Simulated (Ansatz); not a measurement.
An Ansatz (an electronic-structure program) run. Input:

Ansatz 0.2 input:
```yaml
crystal:
  lattice:
    - [3.8509103871, 0.0, 0.0]
    - [0.0, 3.8509103871, 0.0]
    - [0.0, 0.0, 7.167644759]
  atoms:
    - { symbol: Bi, position: [0.0, 0.5, 0.825299277] }
    - { symbol: Bi, position: [0.5, 0.0, 0.174700723] }
    - { symbol: Cl, position: [0.5, 0.0, 0.6448414598] }
    - { symbol: Cl, position: [0.0, 0.5, 0.3551585402] }
    - { symbol: O, position: [0.0, 0.0, 0.0] }
    - { symbol: O, position: [0.5, 0.5, 0.0] }
kpoints:
  mp_grid: { grid: [7, 7, 4] }
hamiltonian:
  xc: lda
  pseudopotentials: { kind: paw }
scf:
  occupations: { method: fixed }
elastic: { mode: relaxed_ion, stencil: two_point, amplitude: 0.005, f_tol: 0.0005 }
```

Output (shortened):

```
Pseudopotential: Bi, paw, valence charge 15
Pseudopotential: Cl, paw, valence charge 7
Pseudopotential: O, paw, valence charge 6
Functional definition: SPW92
Crystal: 6 atoms, lattice volume = 106.293 Å³
Basis set: ecut = 420 eV, 2103 PW (Γ)
Bands: 34, of which v1, the nominal top of the filled ones, is band 28 counted from 1 (27 counted from 0)
Symmetry: 16 space group operations
Space group: P4/nmm (ITA 129), of the structure as read, at distance tolerance 4.7e-5 Å
k-points: 30 of 196
SCF 1 converged in 11 iterations: F = -27373.206803 eV  dr2 = 9.15e-14
Crystal: 6 atoms, lattice volume = 105.761 Å³
Basis set: ecut = 420 eV, 2063 PW (Γ)
Symmetry: 8 space group operations
k-points: 48 of 196
SCF 2 converged in 11 iterations: F = -27373.205315 eV  dr2 = 3.45e-14
relax step   1: F+E_penalty+E_count = -27373.20531511 eV  Δ(F+E_penalty+E_count) = +0.000e0 eV  max|allowed force component| = 4.866e-2 eV/Å  Δτ_max = 0.0000 Å  (11 SCF iters, accepted)
Crystal: 6 atoms, lattice volume = 105.761 Å³
SCF 3 converged in 10 iterations: F = -27373.205475 eV  dr2 = 4.62e-15
relax step   2: F+E_penalty+E_count = -27373.20547533 eV  Δ(F+E_penalty+E_count) = -1.602e-4 eV  max|allowed force component| = 4.478e-2 eV/Å  Δτ_max = 0.0051 Å  (10 SCF iters, accepted)
Crystal: 6 atoms, lattice volume = 105.761 Å³
SCF 4 converged in 9 iterations: F = -27373.205577 eV  dr2 = 6.66e-14
relax step   3: F+E_penalty+E_count = -27373.20557728 eV  Δ(F+E_penalty+E_count) = -1.019e-4 eV  max|allowed force component| = 3.130e-3 eV/Å  Δτ_max = 0.0023 Å  (9 SCF iters, accepted)
Crystal: 6 atoms, lattice volume = 105.761 Å³
SCF 5 converged in 8 iterations: F = -27373.205579 eV  dr2 = 6.11e-15
relax step   4: F+E_penalty+E_count = -27373.20557926 eV  Δ(F+E_penalty+E_count) = -1.983e-6 eV  max|allowed force component| = 1.312e-3 eV/Å  Δτ_max = 0.0007 Å  (8 SCF iters, accepted)
Crystal: 6 atoms, lattice volume = 105.761 Å³
SCF 6 converged in 7 iterations: F = -27373.205580 eV  dr2 = 2.37e-14
relax step   5: F+E_penalty+E_count = -27373.20557955 eV  Δ(F+E_penalty+E_count) = -2.901e-7 eV  max|allowed force component| = 5.434e-5 eV/Å  Δτ_max = 0.0001 Å  (7 SCF iters, accepted)
Crystal: 6 atoms, lattice volume = 105.761 Å³
SCF 7 converged in 2 iterations: F = -27373.205580 eV  dr2 = 6.58e-15
Crystal: 6 atoms, lattice volume = 106.824 Å³
Basis set: ecut = 420 eV, 2111 PW (Γ)
SCF 8 converged in 11 iterations: F = -27373.205272 eV  dr2 = 3.21e-14
relax step   1: F+E_penalty+E_count = -27373.20527194 eV  Δ(F+E_penalty+E_count) = +0.000e0 eV  max|allowed force component| = 4.616e-2 eV/Å  Δτ_max = 0.0000 Å  (11 SCF iters, accepted)
Crystal: 6 atoms, lattice volume = 106.824 Å³
SCF 9 converged in 9 iterations: F = -27373.205516 eV  dr2 = 8.29e-14
relax step   2: F+E_penalty+E_count = -27373.20551621 eV  Δ(F+E_penalty+E_count) = -2.443e-4 eV  max|allowed force component| = 2.260e-3 eV/Å  Δτ_max = 0.0036 Å  (9 SCF iters, accepted)
Crystal: 6 atoms, lattice volume = 106.824 Å³
SCF 10 converged in 7 iterations: F = -27373.205517 eV  dr2 = 3.33e-14
relax step   3: F+E_penalty+E_count = -27373.20551666 eV  Δ(F+E_penalty+E_count) = -4.521e-7 eV  max|allowed force component| = 8.828e-6 eV/Å  Δτ_max = 0.0002 Å  (7 SCF iters, accepted)
Crystal: 6 atoms, lattice volume = 106.824 Å³
SCF 11 converged in 2 iterations: F = -27373.205517 eV  dr2 = 7.25e-15
Crystal: 6 atoms, lattice volume = 105.761 Å³
Basis set: ecut = 420 eV, 2095 PW (Γ)
SCF 12 converged in 13 iterations: F = -27373.205773 eV  dr2 = 2.13e-14
relax step   1: F+E_penalty+E_count = -27373.20577345 eV  Δ(F+E_penalty+E_count) = +0.000e0 eV  max|allowed force component| = 8.568e-2 eV/Å  Δτ_max = 0.0000 Å  (13 SCF iters, accepted)
Crystal: 6 atoms, lattice volume = 105.761 Å³
SCF 13 converged in 10 iterations: F = -27373.205954 eV  dr2 = 1.40e-14
relax step   2: F+E_penalty+E_count = -27373.20595385 eV  Δ(F+E_penalty+E_count) = -1.804e-4 eV  max|allowed force component| = 8.095e-2 eV/Å  Δτ_max = 0.0090 Å  (10 SCF iters, accepted)
Crystal: 6 atoms, lattice volume = 105.761 Å³
SCF 14 converged in 10 iterations: F = -27373.206284 eV  dr2 = 4.33e-15
relax step   3: F+E_penalty+E_count = -27373.20628405 eV  Δ(F+E_penalty+E_count) = -3.302e-4 eV  max|allowed force component| = 4.681e-3 eV/Å  Δτ_max = 0.0043 Å  (10 SCF iters, accepted)
Crystal: 6 atoms, lattice volume = 105.761 Å³
SCF 15 converged in 8 iterations: F = -27373.206288 eV  dr2 = 1.95e-14
relax step   4: F+E_penalty+E_count = -27373.20628788 eV  Δ(F+E_penalty+E_count) = -3.836e-6 eV  max|allowed force component| = 2.108e-3 eV/Å  Δτ_max = 0.0014 Å  (8 SCF iters, accepted)
Crystal: 6 atoms, lattice volume = 105.761 Å³
SCF 16 converged in 7 iterations: F = -27373.206289 eV  dr2 = 3.79e-14
relax step   5: F+E_penalty+E_count = -27373.20628885 eV  Δ(F+E_penalty+E_count) = -9.638e-7 eV  max|allowed force component| = 3.975e-6 eV/Å  Δτ_max = 0.0005 Å  (7 SCF iters, accepted)
Crystal: 6 atoms, lattice volume = 105.761 Å³
SCF 17 converged in 2 iterations: F = -27373.206289 eV  dr2 = 1.30e-14
Crystal: 6 atoms, lattice volume = 106.824 Å³
Basis set: ecut = 420 eV, 2105 PW (Γ)
SCF 18 converged in 11 iterations: F = -27373.205746 eV  dr2 = 8.40e-14
relax step   1: F+E_penalty+E_count = -27373.20574595 eV  Δ(F+E_penalty+E_count) = +0.000e0 eV  max|allowed force component| = 8.564e-2 eV/Å  Δτ_max = 0.0000 Å  (11 SCF iters, accepted)
Crystal: 6 atoms, lattice volume = 106.824 Å³
SCF 19 converged in 10 iterations: F = -27373.206277 eV  dr2 = 3.91e-15
relax step   2: F+E_penalty+E_count = -27373.20627657 eV  Δ(F+E_penalty+E_count) = -5.306e-4 eV  max|allowed force component| = 1.637e-3 eV/Å  Δτ_max = 0.0058 Å  (10 SCF iters, accepted)
Crystal: 6 atoms, lattice volume = 106.824 Å³
SCF 20 converged in 7 iterations: F = -27373.206277 eV  dr2 = 1.80e-14
relax step   3: F+E_penalty+E_count = -27373.20627740 eV  Δ(F+E_penalty+E_count) = -8.308e-7 eV  max|allowed force component| = 3.183e-5 eV/Å  Δτ_max = 0.0004 Å  (7 SCF iters, accepted)
Crystal: 6 atoms, lattice volume = 106.824 Å³
SCF 21 converged in 2 iterations: F = -27373.206277 eV  dr2 = 2.08e-15
Crystal: 6 atoms, lattice volume = 106.292 Å³
Basis set: ecut = 420 eV, 2099 PW (Γ)
Symmetry: 4 space group operations
k-points: 60 of 196
SCF 22 converged in 11 iterations: F = -27373.206260 eV  dr2 = 5.59e-15
relax step   1: F+E_penalty+E_count = -27373.20626037 eV  Δ(F+E_penalty+E_count) = +0.000e0 eV  max|allowed force component| = 2.842e-2 eV/Å  Δτ_max = 0.0000 Å  (11 SCF iters, accepted)
Crystal: 6 atoms, lattice volume = 106.292 Å³
SCF 23 converged in 9 iterations: F = -27373.206447 eV  dr2 = 6.30e-14
relax step   2: F+E_penalty+E_count = -27373.20644682 eV  Δ(F+E_penalty+E_count) = -1.864e-4 eV  max|allowed force component| = 2.413e-2 eV/Å  Δτ_max = 0.0082 Å  (9 SCF iters, accepted)
Crystal: 6 atoms, lattice volume = 106.292 Å³
SCF 24 converged in 8 iterations: F = -27373.206515 eV  dr2 = 8.53e-14
relax step   3: F+E_penalty+E_count = -27373.20651457 eV  Δ(F+E_penalty+E_count) = -6.775e-5 eV  max|allowed force component| = 6.682e-3 eV/Å  Δτ_max = 0.0027 Å  (8 SCF iters, accepted)
Crystal: 6 atoms, lattice volume = 106.292 Å³
SCF 25 converged in 9 iterations: F = -27373.206480 eV  dr2 = 1.56e-14
relax step   4: F+E_penalty+E_count = -27373.20647974 eV  Δ(F+E_penalty+E_count) = +3.483e-5 eV  max|allowed force component| = 1.293e-2 eV/Å  Δτ_max = 0.0053 Å  (9 SCF iters, rejected (line search))
Crystal: 6 atoms, lattice volume = 106.292 Å³
SCF 26 converged in 9 iterations: F = -27373.206536 eV  dr2 = 1.01e-14
relax step   5: F+E_penalty+E_count = -27373.20653582 eV  Δ(F+E_penalty+E_count) = -2.125e-5 eV  max|allowed force component| = 3.830e-4 eV/Å  Δτ_max = 0.0015 Å  (9 SCF iters, accepted)
Crystal: 6 atoms, lattice volume = 106.292 Å³
SCF 27 converged in 2 iterations: F = -27373.206536 eV  dr2 = 2.88e-15
Crystal: 6 atoms, lattice volume = 106.292 Å³
SCF 28 converged in 11 iterations: F = -27373.206260 eV  dr2 = 6.28e-15
relax step   1: F+E_penalty+E_count = -27373.20626037 eV  Δ(F+E_penalty+E_count) = +0.000e0 eV  max|allowed force component| = 2.842e-2 eV/Å  Δτ_max = 0.0000 Å  (11 SCF iters, accepted)
Crystal: 6 atoms, lattice volume = 106.292 Å³
SCF 29 converged in 9 iterations: F = -27373.206529 eV  dr2 = 4.77e-14
relax step   2: F+E_penalty+E_count = -27373.20652886 eV  Δ(F+E_penalty+E_count) = -2.685e-4 eV  max|allowed force component| = 7.808e-3 eV/Å  Δτ_max = 0.0057 Å  (9 SCF iters, accepted)
Crystal: 6 atoms, lattice volume = 106.292 Å³
SCF 30 converged in 9 iterations: F = -27373.206525 eV  dr2 = 2.21e-14
relax step   3: F+E_penalty+E_count = -27373.20652474 eV  Δ(F+E_penalty+E_count) = +4.121e-6 eV  max|allowed force component| = 1.482e-2 eV/Å  Δτ_max = 0.0014 Å  (9 SCF iters, rejected (line search))
Crystal: 6 atoms, lattice volume = 106.292 Å³
SCF 31 converged in 9 iterations: F = -27373.206536 eV  dr2 = 1.01e-14
relax step   4: F+E_penalty+E_count = -27373.20653581 eV  Δ(F+E_penalty+E_count) = -6.947e-6 eV  max|allowed force component| = 5.804e-4 eV/Å  Δτ_max = 0.0007 Å  (9 SCF iters, accepted)
Crystal: 6 atoms, lattice volume = 106.292 Å³
SCF 32 converged in 6 iterations: F = -27373.206536 eV  dr2 = 9.89e-14
relax step   5: F+E_penalty+E_count = -27373.20653586 eV  Δ(F+E_penalty+E_count) = -5.001e-8 eV  max|allowed force component| = 6.207e-6 eV/Å  Δτ_max = 0.0001 Å  (6 SCF iters, accepted)
Crystal: 6 atoms, lattice volume = 106.292 Å³
SCF 33 converged in 2 iterations: F = -27373.206536 eV  dr2 = 3.65e-14
Crystal: 6 atoms, lattice volume = 106.292 Å³
Basis set: ecut = 420 eV, 2091 PW (Γ)
SCF 34 converged in 10 iterations: F = -27373.206246 eV  dr2 = 5.24e-14
relax step   1: F+E_penalty+E_count = -27373.20624615 eV  Δ(F+E_penalty+E_count) = +0.000e0 eV  max|allowed force component| = 3.469e-4 eV/Å  Δτ_max = 0.0000 Å  (10 SCF iters, accepted)
Crystal: 6 atoms, lattice volume = 106.292 Å³
SCF 35 converged in 2 iterations: F = -27373.206246 eV  dr2 = 1.56e-14
Crystal: 6 atoms, lattice volume = 106.292 Å³
SCF 36 converged in 10 iterations: F = -27373.206246 eV  dr2 = 7.46e-14
relax step   1: F+E_penalty+E_count = -27373.20624615 eV  Δ(F+E_penalty+E_count) = +0.000e0 eV  max|allowed force component| = 3.470e-4 eV/Å  Δτ_max = 0.0000 Å  (10 SCF iters, accepted)
Crystal: 6 atoms, lattice volume = 106.292 Å³
SCF 37 converged in 2 iterations: F = -27373.206246 eV  dr2 = 1.89e-14
SCF converged after 11 iterations
Free energy (F): -27373.206803 eV
Harris-Foulkes:  -27373.206803 eV  (|F-HF|=3.64e-12)
Internal energy: -27373.206803 eV  (E = F + TS)
E sigma→0 (E₀):  -27373.206803 eV
Fermi energy:    8.294986 eV
--- Per-component energies (eV) ---
  E_band       = -175.210635
  E_kinetic    = 1276.942323
  E_local      = -4545.604155  (includes V_loc(G=0)·N_el)
  E_nonlocal   = 1297.083499
  E_hartree    = 1584.242707
  E_xc         = -661.535252
  E_vxc        = -723.115002  (∫ρ·V_xc dr)
  E_paw        = -22250.063617  (= ΣΔE_a)
  E_vpaw       = -649.006961  (= ΣTr[D̂ρ^β])
  E_aug_tail   = 0.004257  (compensation charges beyond the density's cutoff)
  E_ewald      = -4074.841621
  E_core_change = 0.565057  (= ΣΔE_core)
  E_smearing   =  0.000000  (= −TS)
  E_closure    = 0.000000  (closes the sum)
  Σ components = -27373.206803   (vs F -27373.206803, Δ=0.00e0)
--- Forces (eV/Å), atoms counted from 1 ---
  atom   1  Bi     0.00000000     0.00000000    -0.00019851
  atom   2  Bi     0.00000000     0.00000000     0.00019851
  atom   3  Cl     0.00000000     0.00000000    -0.00015469
  atom   4  Cl     0.00000000     0.00000000     0.00015469
  atom   5  O      0.00000000     0.00000000     0.00000000
  atom   6  O      0.00000000     0.00000000     0.00000000
  max |Σ_I F_I| component: 8.33e-17 eV/Å
--- Stress (GPa, compression-positive) ---
       -0.001092       0.000000       0.000000
        0.000000      -0.001092       0.000000
        0.000000       0.000000       0.002553
  P = ⅓ Tr σ = 0.0001 GPa (0.001 kbar)
--- Band table (eV; the first three rows and the last of 30) ---
  k-point 0: bands = ["-13.5087", "-13.2784", "-13.2741", "-13.2741", "-13.2524", "-13.2122", "-13.2054", "-13.1917", "-13.1917", "-13.1749", "-10.1584", "-7.2531", "-5.6190", "-5.2201", "-1.1525", "1.6673", "3.5700", "3.5700", "6.0373", "6.5425", "6.6473", …
  k-point 1: bands = ["-13.5086", "-13.2784", "-13.2739", "-13.2739", "-13.2521", "-13.2124", "-13.2053", "-13.1919", "-13.1919", "-13.1749", "-10.1542", "-7.2531", "-5.7771", "-5.0571", "-1.0696", "1.4818", "3.5933", "3.5933", "5.9094", "6.2716", "6.2716", …
  k-point 2: bands = ["-13.5086", "-13.2785", "-13.2737", "-13.2737", "-13.2517", "-13.2126", "-13.2053", "-13.1922", "-13.1922", "-13.1749", "-10.1500", "-7.2531", "-5.8830", "-4.9466", "-0.9749", "1.2911", "3.6173", "3.6173", "5.8071", "6.0960", "6.0960", …
  k-point 29: bands = ["-13.4898", "-13.4806", "-13.2502", "-13.2479", "-13.1941", "-13.1941", "-13.1937", "-13.1888", "-13.1858", "-13.1851", "-8.2893", "-8.1155", "-4.9187", "-4.8682", "-1.7055", "-1.5282", "3.3255", "3.4449", "4.9289", "5.6193", "5.8098", …
--- Elastic constants: 4 strain directions × 2 members + reference (group order 16) ---
  dense FFT box of the reference and of every strained cell: 27×27×50
  strains applied: 11, 33, 23, 12; error gains …
  C = ∂σ_k/∂η_j (tension-positive GPa; Voigt order 11 22 33 23 13 12):
       149.529     79.904     45.135      0.000      0.000      0.000
        79.904    149.529     45.135      0.000      0.000      0.000
        45.032     45.032     68.143      0.000      0.000      0.000
         0.000      0.000      0.000     29.889      0.000      0.000
         0.000      0.000      0.000      0.000     29.889      0.000
         0.000      0.000      0.000      0.000      0.000     68.202
  reference stress σ⁰ (GPa):      0.001      0.001     -0.003      0.000      0.000      0.000
  moduli (Voigt/Reuss/Hill, GPa): K = 78.59/62.41/70.50   G = 38.74/33.10/35.92   E = 92.11   ν = 0.282
  mechanically stable: yes (min eigenvalue of sym C = 29.89 GPa)
  strain η (Voigt 11):  stress-route row diagonal C_11 = 149.53 GPa, energy-path curvature d²(F+E_count+ΔE)/dδ²/Ω₀ = 149.16 GPa
         δ    σ_11 (GPa)             F (eV)   n_scf  n_hpsi   n_pw
    -5.000e-3      -0.7548      -27373.2055796       2   14596   2084   relax 5 steps, max|allowed force component| 5.43e-5 eV/Å
     5.000e-3       0.7405      -27373.2055167       2   14667   2111   relax 3 steps, max|allowed force component| 8.83e-6 eV/Å
  strain η (Voigt 33):  stress-route row diagonal C_33 = 68.14 GPa, energy-path curvature d²(F+E_count+ΔE)/dδ²/Ω₀ = 67.82 GPa
         δ    σ_33 (GPa)             F (eV)   n_scf  n_hpsi   n_pw
    -5.000e-3      -0.3598      -27373.2062888       2    9165   2096   relax 5 steps, max|allowed force component| 3.97e-6 eV/Å
     5.000e-3       0.3216      -27373.2062774       2    9111   2114   relax 3 steps, max|allowed force component| 3.18e-5 eV/Å
  strain η (Voigt 23):  stress-route row diagonal C_44 = 29.89 GPa, energy-path curvature d²(F+E_count+ΔE)/dδ²/Ω₀ = 29.86 GPa
         δ    σ_23 (GPa)             F (eV)   n_scf  n_hpsi   n_pw
    -5.000e-3      -0.1495      -27373.2065358       2   18296   2099   relax 5 steps, max|allowed force component| 3.83e-4 eV/Å
     5.000e-3       0.1494      -27373.2065359       2   18277   2099   relax 5 steps, max|allowed force component| 6.21e-6 eV/Å
  strain η (Voigt 12):  stress-route row diagonal C_66 = 68.20 GPa, energy-path curvature d²(F+E_count+ΔE)/dδ²/Ω₀ = 68.23 GPa
         δ    σ_12 (GPa)             F (eV)   n_scf  n_hpsi   n_pw
    -5.000e-3      -0.3410      -27373.2062461       2   14629   2098   relax 1 steps, max|allowed force component| 3.47e-4 eV/Å
     5.000e-3       0.3410      -27373.2062461       2   14632   2098   relax 1 steps, max|allowed force component| 3.47e-4 eV/Å
```

Cost: roughly 4 core-minutes on shared cores.

The workflow started from a Materials Project entry (that database holds measured and hypothetical structures alike); the Crystallography Open Database files this formula in space group No. 129, but the cells were not matched. Whether it is the stable phase at ambient conditions was not checked. The LDA relaxation kept the symmetry of its start; phonons on a q-mesh show no instability. A crystal of weakly bound layers computed without a dispersion correction: the cell and the soft elastic constants depend strongly on that. Scalar-relativistic: spin–orbit coupling is off unless named, which matters more the heavier the elements.

Potentials: the later of the program's two PAW sets.

Ansatz is a plane-wave DFT program.
